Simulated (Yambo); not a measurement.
Yambo run on AlN (zinc blende, space group F-43m, No. 216) under isotropic strain of +1 % on all lattice vectors. The wavefunctions come from this Quantum ESPRESSO step (PBEsol, PseudoDojo standard norm-conserving files, scalar-relativistic):

```
&CONTROL
  calculation = 'nscf'
  pseudo_dir = './pseudo'
  outdir = './out'
/
&SYSTEM
  ibrav = 0
  nat = 2
  ntyp = 2
  ecutwfc = 84.0
  ecutrho = 336.0
  occupations = 'fixed'
  force_symmorphic = .true.
  nbnd = 79
/
&ELECTRONS
  conv_thr = 2e-09
  diago_full_acc = .true.
  diago_thr_init = 1e-08
/
ATOMIC_SPECIES
N 14.0070 N.upf
Al 26.9815 Al.upf
CELL_PARAMETERS angstrom
  0.000000000000   2.210251506104   2.210251506104
  2.210251506104   0.000000000000   2.210251506104
  2.210251506104   2.210251506104   0.000000000000
ATOMIC_POSITIONS crystal
N   0.249999929289   0.249999929289   0.249999929289
Al   0.000000000000   0.000000000000   0.000000000000
K_POINTS automatic
6 6 6 0 0 0
```

Yambo input:

```
rim_cut
gw0
dyson
el_el_corr
HF_and_locXC
ppa
em1d
RandQpts= 1000000
RandGvec= 1 Ry
EXXRLvcs= 84 Ry
VXCRLvcs= 336 Ry
Chimod= "HARTREE"
% BndsRnXp
 1 | 77 |
%
NGsBlkXp= 14 Ry
% LongDrXp
 1.0 | 1.0 | 1.0 |
%
PPAPntXp= 27.2114 eV
% GbndRnge
 1 | 77 |
%
GTermKind= "BG"
DysSolver= "n"
ExtendOut
% QPkrange
 1 | 1 | 4 | 5 |
 4 | 4 | 4 | 5 |
 13 | 13 | 4 | 5 |
%
```

k points by index: 1 = Γ, 4 = L, 13 = X.

Resulting energies as the program prints them:

```
#    K-point    Band    Eo [eV]    E [eV]    E-Eo [eV]    Vxc [eV]    Vnlxc [eV]    Sc|Eo [eV]    Sc|E [eV]    dSc/dw|Eo [eV]    Re(Z)    Im(Z)
#
    1    4    0.000000    -1.003554    -1.003554    -16.68423    -20.70068    2.740729    3.012901    -7.379190    0.786669    -0.001228
    1    5    3.807754    4.326688    0.518935    -12.51268    -8.151157    -3.725598    -3.842591    -6.133797    0.816050    -0.001069
    4    4    -0.480679    -1.548569    -1.067889    -16.32796    -20.56592    2.878469    3.170078    -7.429855    0.785518    -0.001254
    4    5    6.963207    7.612239    0.649031    -11.03075    -5.890894    -4.352683    -4.490824    -5.790799    0.824532    -0.001042
    13    4    -1.758370    -2.982654    -1.224285    -15.19804    -19.84504    3.083805    3.422715    -7.532017    0.783208    -0.001240
    13    5    3.170321    3.624481    0.454160    -9.309394    -5.027625    -3.738499    -3.827609    -5.338054    0.836000    -0.001018
```
(The two width columns are left out.) Convergence of these settings isn't established.

Geometry strained from the cell relaxed with PBEsol, atoms relaxed again.

This is not the ordinary phase of the substance; no match was found in the copy of COD used, and its stability was not checked.
